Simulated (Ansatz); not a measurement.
NbTe$_{2}$:
```cif
data_Nb3Te6
_chemical_formula_sum 'Nb3 Te6'
_space_group_name_H-M_alt 'P 1'
_space_group_IT_number 1
_cell_length_a 7.39251
_cell_length_b 7.39251
_cell_length_c 9.19267
_cell_angle_alpha 70.827
_cell_angle_beta 109.173
_cell_angle_gamma 151.935
loop_
_space_group_symop_operation_xyz
  'x, y, z'
loop_
_atom_site_label
_atom_site_type_symbol
_atom_site_fract_x
_atom_site_fract_y
_atom_site_fract_z
_atom_site_occupancy
Nb1 Nb 0.00000 0.00000 0.00000 1
Nb2 Nb 0.63671 0.36329 0.28773 1
Nb3 Nb 0.36329 0.63671 0.71227 1
Te1 Te 0.65116 0.34884 0.00768 1
Te2 Te 0.34884 0.65116 0.99232 1
Te3 Te 0.29736 0.70264 0.38100 1
Te4 Te 0.70264 0.29736 0.61900 1
Te5 Te 0.99970 0.00030 0.68993 1
Te6 Te 0.00030 0.99970 0.31007 1
```

Relaxed with LDA.

Which orbitals make up the states near the Fermi level in LDA in the plane-wave PAW code Ansatz?

Within 0.5 eV of the Fermi level: Nb 4d 53 %, Te 5p 42 %. Projections are on Löwdin-orthogonalised atomic valence shells; empty p or d shells of many metals are not among them.

Tabulate the density of states.

States/eV per cell of 9 atoms, in 0.25 eV bins, energy from the Fermi level.

| E (eV) | total | Te 5p | Nb 4d | Te 5s |
|---|---|---|---|---|
| -7.85 | 0.00 | 0.00 | 0.00 | 0.00 |
| -7.60 | 0.00 | 0.00 | 0.00 | 0.00 |
| -7.35 | 0.00 | 0.00 | 0.00 | 0.00 |
| -7.10 | 0.00 | 0.00 | 0.00 | 0.00 |
| -6.85 | 0.00 | 0.00 | 0.00 | 0.00 |
| -6.60 | 0.00 | 0.00 | 0.00 | 0.00 |
| -6.35 | 0.00 | 0.00 | 0.00 | 0.00 |
| -6.10 | 0.02 | 0.02 | 0.00 | 0.00 |
| -5.85 | 0.52 | 0.36 | 0.09 | 0.01 |
| -5.60 | 2.98 | 2.05 | 0.56 | 0.05 |
| -5.35 | 4.01 | 2.78 | 0.76 | 0.08 |
| -5.10 | 5.40 | 3.87 | 1.02 | 0.11 |
| -4.85 | 8.98 | 6.75 | 1.62 | 0.17 |
| -4.60 | 8.03 | 5.95 | 1.46 | 0.22 |
| -4.35 | 5.15 | 3.81 | 0.95 | 0.16 |
| -4.10 | 4.39 | 3.22 | 0.75 | 0.19 |
| -3.85 | 3.56 | 2.44 | 0.69 | 0.19 |
| -3.60 | 6.87 | 4.57 | 1.59 | 0.31 |
| -3.35 | 7.44 | 4.67 | 2.03 | 0.35 |
| -3.10 | 8.30 | 5.29 | 2.35 | 0.34 |
| -2.85 | 8.89 | 5.50 | 2.71 | 0.37 |
| -2.60 | 8.84 | 5.43 | 2.80 | 0.31 |
| -2.35 | 8.71 | 5.26 | 2.97 | 0.22 |
| -2.10 | 8.78 | 5.13 | 3.23 | 0.19 |
| -1.85 | 9.51 | 5.47 | 3.61 | 0.19 |
| -1.60 | 9.16 | 5.32 | 3.43 | 0.16 |
| -1.35 | 9.27 | 5.04 | 3.81 | 0.15 |
| -1.10 | 5.90 | 2.97 | 2.67 | 0.09 |
| -0.85 | 6.75 | 2.90 | 3.57 | 0.11 |
| -0.60 | 7.05 | 2.88 | 3.82 | 0.15 |
| -0.35 | 4.24 | 1.88 | 2.14 | 0.10 |
| -0.10 | 3.60 | 1.51 | 1.92 | 0.08 |
| 0.15 | 3.60 | 1.32 | 2.10 | 0.08 |
| 0.40 | 2.64 | 1.13 | 1.36 | 0.07 |
| 0.65 | 4.41 | 1.56 | 2.61 | 0.08 |
| 0.90 | 5.22 | 1.73 | 3.25 | 0.06 |
| 1.15 | 5.31 | 1.54 | 3.49 | 0.06 |
| 1.40 | 4.70 | 1.40 | 3.00 | 0.07 |
| 1.65 | 6.04 | 2.06 | 3.50 | 0.16 |
| 1.90 | 9.37 | 2.74 | 5.81 | 0.26 |
| 2.15 | 10.96 | 2.87 | 7.05 | 0.27 |
| 2.40 | 8.80 | 2.30 | 5.68 | 0.20 |
| 2.65 | 6.68 | 2.11 | 3.89 | 0.14 |
| 2.90 | 5.82 | 2.11 | 2.99 | 0.13 |
| 3.15 | 6.01 | 2.26 | 2.91 | 0.15 |
| 3.40 | 6.58 | 2.57 | 3.06 | 0.18 |
| 3.65 | 6.68 | 2.73 | 2.94 | 0.19 |
| 3.90 | 6.37 | 2.59 | 2.66 | 0.20 |
| 4.15 | 4.12 | 1.53 | 1.62 | 0.15 |
| 4.40 | 2.76 | 0.89 | 0.90 | 0.11 |
| 4.65 | 2.60 | 0.70 | 0.67 | 0.11 |
| 4.90 | 2.28 | 0.46 | 0.41 | 0.08 |

Space group C2/m. The first step of the workflow began from a Materials Project structure, measured or hypothetical; the Crystallography Open Database files this formula in space group No. 12, but the cells were not matched. Its standing as an ambient phase is unchecked. The cell was relaxed with LDA under the symmetry of its start; whether a distortion lowers the energy is not shown. No spin polarisation was allowed. A crystal of weakly bound layers computed without a dispersion correction: the cell and the soft elastic constants depend strongly on that. With an odd number of electrons in the cell and no spin polarisation, the count alone makes it a metal. Spin–orbit coupling is left out wherever it is not named.

Potentials: the later of the program's two PAW sets.
